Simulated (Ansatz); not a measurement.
FeBiO3 in space group Amm2 (No. 38; Bi on 2b, Fe on 2a, O on 2b, O on 4d), PBE (plane waves, PAW; program Ansatz). The conduction-band minimum lies at S, with 2 equivalent valleys. Second derivatives d²E/dk² of the lowest band at one valley (eV·Å²), along Cartesian directions:

```csv
direction,d²E/dk²
[100],2.906
[010],1.446
[001],1.643
[110],2.176
[101],2.275
[011],2.218
```

**Question.** Find the principal effective masses, the density-of-states mass and the conductivity mass.

**Answer.** Off-diagonal terms follow from H_xy = H[110] − (H_xx + H_yy)/2, and m*/mₑ = 7.620 eV·Å² over each eigenvalue: 2.6, 3.4, 8.8. One valley's DOS mass (m₁m₂m₃)^(1/3) = 4.3, conductivity mass 3/(Σ 1/mᵢ) = 3.8 mₑ.

**Question.** What effective density of states Nc follows at 300 K for parabolic valleys?

**Answer.** Nc = 2.509e19 × 2 × (4.3)^(3/2) ≈ 4.5e20 cm⁻³.

The start of the workflow was typed in or built on a structure type; neither database checked (COD, Materials Project) lists it. It is not the phase usual at ambient conditions (space group No. 161). Symmetry was held in the PBE relaxation, as lowered by the spin order; its stability against distortions is not shown here. The final state is antiferromagnetic, chosen from 5 collinear starts compared on coarse meshes (ties went to the first, and starts can fall back to one state), not a proven ground state. No Hubbard U is applied. Point labels and valley counts follow the cell and symmetry of the run, lower than the named group. Scalar-relativistic: spin–orbit coupling is off unless named, which matters more the heavier the elements.

Potentials: the earlier of the program's two PAW sets.

Edges and masses are those of Kohn–Sham bands, whose gap is no quasiparticle gap.
